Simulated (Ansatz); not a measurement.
# Structures of Bi₃H: which is lowest?

Plane-wave DFT in Ansatz with scalar-relativistic PAW potentials, cutoff 420 eV, Γ-centred meshes chosen by cell and gap, Gaussian smearing with energies taken to zero width. Every cell was relaxed (cell and atoms) in a run of its own, within the symmetry of its start. Functional: PBE.

Relaxed structures (starts from databases or built by putting these elements on another compound's sites):
A. P6_3/mmc, 8 atoms in the computed cell, a = 7.604 Å, c = 4.263 Å; sites (symmetry × multiplicity) Bi mm2 × 6, H -6m2 × 2; start: built
B. Pm-3m, 4 atoms in the computed cell, a = 4.746 Å; sites (symmetry × multiplicity) Bi 4/mm.m × 3, H m-3m × 1; start: built

Q: Rank them by energy. Could pressure change the order?

A:
| structure | group | E − E(lowest) (meV/atom) | V (Å³/atom) | gap on mesh (eV) |
| --- | --- | --- | --- | --- |
| A | P6_3/mmc | 0.0 | 26.68 | 0.00 |
| B | Pm-3m | 140 | 26.73 | 0.00 |

A is lowest, 140 meV/atom under B. The two lowest differ in volume by under 3 %, too little for a first-order estimate of what pressure does to that pair (other pairs aren't weighed here); with rigid cells even 3 % in favour of the higher one would need about 28 GPa. Other structures may lie lower than all of these, and vibrations aren't counted.

Spin-orbit coupling is left out, which matters for the bands of heavy elements. For Tl, Pb and Bi spin-orbit coupling shifts energies too.